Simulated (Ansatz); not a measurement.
Here is the system:

AlIr:
```cif
data_Al2Ir2
_chemical_formula_sum 'Al2 Ir2'
_space_group_name_H-M_alt 'P 1'
_space_group_IT_number 1
_cell_length_a 4.97707
_cell_length_b 4.97707
_cell_length_c 4.14152
_cell_angle_alpha 90.000
_cell_angle_beta 90.000
_cell_angle_gamma 146.992
loop_
_space_group_symop_operation_xyz
  'x, y, z'
loop_
_atom_site_label
_atom_site_type_symbol
_atom_site_fract_x
_atom_site_fract_y
_atom_site_fract_z
_atom_site_occupancy
Al1 Al 0.58580 0.41420 0.25000 1
Ir1 Ir 0.84886 0.15114 0.25000 1
Al2 Al 0.41420 0.58580 0.75000 1
Ir2 Ir 0.15114 0.84886 0.75000 1
```

This is the r²SCAN-relaxed structure.

Problem. All from the program Ansatz at the r²SCAN level (PAW), unless another level is named. Predict the formation energy from the elements (no fitted shifts).

Solution. -0.70 eV/atom.

Problem. Next, the density of states at the Fermi level?

Solution. 0.35 states/eV per atom (mean over ±0.08 eV).

Space group Cmcm. The start of the workflow was typed in or built on a structure type; neither database checked (COD, Materials Project) lists it. Whether it is the stable phase at ambient conditions was not checked. The cell was relaxed with r²SCAN under the symmetry of its start; its stability against distortions is not shown here. The run is not spin-polarised. The references are the lowest solids computed at this level, not always the standard phases. Spin–orbit coupling is left out wherever it is not named.

Potentials: the later of the program's two PAW sets.
